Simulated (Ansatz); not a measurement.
## BN: pressure against volume

BN, P6_3mc, a = 2.544 Å, c = 4.208 Å. This isn't the usual stable structure of the compound. Ansatz: r2SCAN, PAW, 500 eV, Γ-centred 12×12×6 mesh on 4 atoms, Gaussian smearing 0.02 eV; no spin polarisation. Shape and atoms are relaxed at each volume; pressure is positive in compression.

| V (Å³/atom) | P (GPa) |
| --- | --- |
| 5.188 | 63.09 |
| 5.365 | 43.82 |
| 5.542 | 27.12 |
| 5.719 | ? |
| 5.896 | 0.00 |
| 6.073 | -10.96 |
| 6.250 | -20.49 |
| 6.485 | -31.30 |

Q: Take V0 = 5.896 Å³/atom, fit the third-order Birch–Murnaghan form to the other rows, and predict the missing pressure.

A: With the Eulerian strain f = ½[(V0/V)^(2/3) − 1] and y = P/[3f(1 + 2f)^(5/2)], the form is the line y = B0 + 1.5 B0 (B0′ − 4) f. Rows (f, y): 0.04451, 381.8; 0.03247, 384.4; 0.02107, 387.0; -0.00976, 393.2; -0.01906, 394.9; -0.03075, 397.6. Means f = 0.006413, y = 389.82; Σ(Δf)² = 0.004637, ΣΔfΔy = -0.9613; the slope is their ratio. y = 391.1 − 207.3 f GPa, so B0 = 391.1 GPa and B0′ = 4 + 2 × (-207.3)/(3 × 391.1) = 3.65. At V = 5.719, f = 0.01026, y = 388.97 and P = 12.60 GPa. The run gave 12.61 GPa, so the fit is 0.01 GPa too low, within the rms miss on the fitted rows (0.01 GPa).